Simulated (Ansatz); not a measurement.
Relaxed BaTiO$_{3}$ (tetragonal-perovskite type, space group P4mm):

```yaml
crystal:
  lattice:
    - [3.98510, 0.00000, 0.00000]
    - [0.00000, 3.98510, 0.00000]
    - [0.00000, 0.00000, 4.20426]
  atoms:
    - { symbol: Ti, position: [0.50000, 0.50000, 0.45787] }
    - { symbol: Ba, position: [0.00000, 0.00000, 0.94066] }
    - { symbol: O, position: [0.50000, 0.50000, 0.88874] }
    - { symbol: O, position: [0.50000, 0.00000, 0.40937] }
    - { symbol: O, position: [0.00000, 0.50000, 0.40937] }
```

In each cell atom 3 (O, nearest neighbour Ti at 1.811 Å; its periodic images, 4.0 Å or more away, move with it) moves by s·(0.000, 0.000, -1.000) (towards the nearest neighbour), the rest being held.

These are PBE (plane waves to 420 eV, PAW, scalar-relativistic; Ansatz, a first-principles code) values and carry that method's errors. k mesh 7×7×6 (Γ-centred), Fermi-Dirac smearing 0.05 eV. E stands for the smeared free energy. Stress and pressure are positive under compression. Left out: 2 of 11 points, with atoms too close for the PAW data. BaTiO3 is run without spin polarisation. BaTiO3 was relaxed with its symmetry unable to fall. The PAW data are Ansatz's earlier set. ΔE is measured from the undisplaced structure.

### Question
What ΔE (meV/cell) and P (GPa) does the calculation give at s (Å) = -0.180, -0.144, -0.108, -0.072, -0.036, 0.036, 0.072, 0.108?

### Answer
```json
[
 {"s (Å)": "-0.180", "ΔE (meV/cell)": "178.3", "P (GPa)": "-3.5"},
 {"s (Å)": "-0.144", "ΔE (meV/cell)": "123.1", "P (GPa)": "-3.1"},
 {"s (Å)": "-0.108", "ΔE (meV/cell)": "74.7", "P (GPa)": "-2.6"},
 {"s (Å)": "-0.072", "ΔE (meV/cell)": "35.8", "P (GPa)": "-1.9"},
 {"s (Å)": "-0.036", "ΔE (meV/cell)": "9.7", "P (GPa)": "-1.0"},
 {"s (Å)": "0.036", "ΔE (meV/cell)": "11.2", "P (GPa)": "1.2"},
 {"s (Å)": "0.072", "ΔE (meV/cell)": "48.5", "P (GPa)": "2.7"},
 {"s (Å)": "0.108", "ΔE (meV/cell)": "117.9", "P (GPa)": "4.3"}
]
```

(A displaced cell: forces are minus the slopes of the energy, force constants its curvatures, and phonons follow from these.)
